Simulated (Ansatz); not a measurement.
Fe: pressure against volume

Fe, Im-3m, a = 2.786 Å. Ansatz: PBEsol, PAW, 420 eV, Γ-centred 20×20×20 mesh on 1 atom, Gaussian smearing 0.10 eV; collinear spin, largest moment 2.1 μB. Symmetry fixes shape and atoms, so the cell is only scaled; pressure is positive in compression.

| V (Å³/atom) | P (GPa) |
| --- | --- |
| 10.161 | ? |
| 10.486 | 7.75 |
| 10.810 | 0.00 |
| 11.134 | -6.12 |
| 11.459 | -10.89 |

Question: Take V0 = 10.810 Å³/atom, fit the third-order Birch–Murnaghan form to the other rows, and predict the missing pressure.

Answer: With the Eulerian strain f = ½[(V0/V)^(2/3) − 1] and y = P/[3f(1 + 2f)^(5/2)], the form is the line y = B0 + 1.5 B0 (B0′ − 4) f. Rows (f, y): 0.01025, 239.6; -0.00975, 219.8; -0.01906, 209.9. Means f = -0.006187, y = 223.10; Σ(Δf)² = 0.0004486, ΣΔfΔy = 0.4529; the slope is their ratio. y = 229.3 + 1010 f GPa, so B0 = 229.3 GPa and B0′ = 4 + 2 × (1010)/(3 × 229.3) = 6.94. At V = 10.161, f = 0.02107, y = 250.58 and P = 17.56 GPa. The run gave 16.78 GPa, so the fit is 0.78 GPa too high, 2.8 % of the span of the series, against an rms of 0.007 GPa on the fitted rows. The row lies outside the fitted range. The records show no cause, and too few rows are left to test a further term.